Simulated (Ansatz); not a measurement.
Cs2KInF6:
```xyz
10
Lattice="0.0000 4.6186 4.6186 4.6186 0.0000 4.6186 4.6186 4.6186 0.0000" Properties=species:S:1:pos:R:3 pbc="T T T"
K      4.6186     4.6186     4.6186
Cs     2.3093     2.3093     2.3093
Cs     6.9278     6.9278     6.9278
In     0.0000     0.0000     0.0000
F      7.1522     4.6186     4.6186
F      2.0849     4.6186     4.6186
F      4.6186     7.1522     4.6186
F      4.6186     2.0849     4.6186
F      4.6186     4.6186     7.1522
F      4.6186     4.6186     2.0849
```

Cartesian axes are those of the cell as given.

Give the high-frequency dielectric tensor and the Born effective charge tensors of the independent atoms from DFPT, DFT-PBEsol in the program Ansatz with PAW potentials.


ε∞:
```
2.31  0.00  0.00
0.00  2.31  0.00
0.00  0.00  2.31
```
Z* of atom 1 (K), rows: field, columns: displacement, in e:
```
1.28  0.00  0.00
0.00  1.28  0.00
0.00  0.00  1.28
```
Z* of atom 2 (Cs), rows: field, columns: displacement, in e:
```
1.32  0.00  0.00
0.00  1.32  0.00
0.00  0.00  1.32
```
Z* of atom 4 (In), rows: field, columns: displacement, in e:
```
2.91  0.00  0.00
0.00  2.91  0.00
0.00  0.00  2.91
```
Z* of atom 5 (F), rows: field, columns: displacement, in e:
```
-1.45   0.00   0.00
 0.00  -0.98   0.00
 0.00   0.00  -0.98
```

Static charges for comparison (Bader): K1 +0.87, Cs2 +0.90, In4 +2.05, F5 -0.79 e. Born charges measure polarisation by displacement and can exceed these by far.

Space group Fm-3m. The first step of the workflow began from a Materials Project structure, measured or hypothetical; the Crystallography Open Database copy checked does not list it. Its standing as an ambient phase is unchecked. The PBEsol relaxation kept the symmetry of its start; its stability against distortions is not shown here. Spin–orbit coupling is left out wherever it is not named.

Potentials: the later of the program's two PAW sets.
